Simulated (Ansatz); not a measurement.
BaTe (rock salt, Fm-3m), DFT-PBEsol in the program Ansatz with PAW potentials. The conduction-band minimum lies at X, with 3 equivalent valleys. Second derivatives d²E/dk² of the lowest band at one valley (eV·Å²), along Cartesian directions:

| direction | d²E/dk² |
|---|---|
| [100] | 5.853 |
| [010] | 29.40 |
| [001] | 29.40 |
| [110] | 17.63 |
| [101] | 17.63 |
| [011] | 29.39 |

Task: Find the principal effective masses, the density-of-states mass and the conductivity mass.

Result: Off-diagonal terms follow from H_xy = H[110] − (H_xx + H_yy)/2, and m*/mₑ = 7.620 eV·Å² over each eigenvalue: 0.26, 0.26, 1.3. One valley's DOS mass (m₁m₂m₃)^(1/3) = 0.44, conductivity mass 3/(Σ 1/mᵢ) = 0.35 mₑ.

Task: What effective density of states Nc follows at 300 K for parabolic valleys?

Result: Nc = 2.509e19 × 3 × (0.44)^(3/2) ≈ 2.2e19 cm⁻³.

Symmetry was held in the PBEsol relaxation. Spin–orbit coupling is left out wherever it is not named.

Potentials: the later of the program's two PAW sets.

Edges and masses are those of Kohn–Sham bands, whose gap is no quasiparticle gap.
